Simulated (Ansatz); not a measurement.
According to the program Ansatz at the r²SCAN level (PAW), VBiO$_{4}$ in the tetragonal phase (I4_1/a; Bi on 4a, V on 4b, O on 16f) relaxes to a = 5.121 Å, c = 11.621 Å. V has 4 nearest neighbours from 1.72 Å (tetrahedral). Its formation energy from the elements is -2.09 eV/atom, with no fitted shifts.

It is gapped at this level: 2.42 eV (indirect). The screened hybrid HSE06 puts the gap at 3.29 eV. Gap from r²SCAN with spin–orbit coupling: 2.28 eV. The electron mass is 0.59, 1.2, 5.6 mₑ (principal values). The hole mass is 0.61, 1.5, 3.8 mₑ (principal values). The magnetic state found is non-magnetic (starting moments vanished).

The bulk modulus is 138 GPa. Bader charges are Bi +2.13, V +2.28, O -1.10 e.

The cell was relaxed with r²SCAN under the symmetry of its start. The workflow began spin-polarised and lost its moments. No Hubbard U is applied. The references are the lowest solids computed at this level, not always the standard phases (solids in place of the gases). Spin–orbit coupling is left out wherever it is not named.

Potentials: the later of the program's two PAW sets.
